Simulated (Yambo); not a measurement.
One stored BSE kernel of dimension 1944 for PbSe (rock salt, space group Fm-3m, No. 225) (Yambo, PBEsol bands; 6×6×6 mesh, 3 valence and 3 conduction bands, static screening with 36 bands and a 4 Ry block, scissor 0.62 eV, Tamm-Dancoff; broadening 0.15 eV; field along x), solved in several ways.

```csv
solver,iterations,largest change of Im ε (% of its maximum),rough time
"Haydock, threshold 2 %",8,82,within a factor of two
"Haydock, threshold 0.5 %",15,16,within a factor of two
"Haydock, threshold 0.1 %",32,2.5,within a factor of two
"Haydock, threshold 0.005 %",59,0.1,1
"SLEPc, lowest 10 states",–,no full spectrum,within a factor of two
"SLEPc, lowest 60 states",–,no full spectrum,within a factor of two
full diagonalisation,–,reference,about 20×
```

Haydock gives the spectrum without eigenstates, SLEPc the lowest states alone, full diagonalisation everything at a cost that grows as the cube of the dimension. Times include reading the kernel. Times are rough ratios from shared machines. Mesh and scissor weren't tested; the rows compare only with each other.

Spin-orbit coupling is not included.

Geometry of the Materials Project entry, not relaxed at this level; primitive cell a = 4.371 Å, b = 4.371 Å, c = 4.371 Å, α = 60.00°, β = 60.00°, γ = 60.00°.
